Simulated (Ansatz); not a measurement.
Relaxed candidate structures of ZnAs:

A. F-43m (No. 216), cF8, zinc blende type; a = 5.6086 Å, b = 5.6086 Å, c = 5.6086 Å, α = 90.00°, β = 90.00°, γ = 90.00°; As 4c (0.250, 0.250, 0.250); Zn 4a (0.000, 0.000, 0.000)

B. Fm-3m (No. 225), cF8, rock salt type; a = b = c = 5.2278 Å, α = β = γ = 90.00°; As 4a (0.000, 0.000, 0.000); Zn 4b (0.500, 0.500, 0.500)

C. I4₁md (No. 109), tI8; a = b = 3.563 Å, c = 11.437 Å, α = β = γ = 90.00°; Zn 4a (0.000, 0.000, 0.500); As 4a (0.000, 0.000, 0.916)

Problem. Put the candidates in order of energy per atom, lowest first, for r2SCAN (plane waves to 500 eV, PAW, scalar-relativistic; Ansatz, a first-principles code).

Solution. A (reference, the lowest among the structures calculated here), B (+0.05 eV/atom), C (+0.17 eV/atom)

Each run could gain symmetry but not lose that of its start, so entries can be saddle points. All of these are generated cells (placed on structure types, drawn at random, substituted or restacked) that were not matched to a known phase here. The real structure of this composition may not be among these. Energies are at zero temperature and pressure, without zero-point motion. The runs use different k-meshes, so differences are rounded accordingly. No spin polarisation in the result.
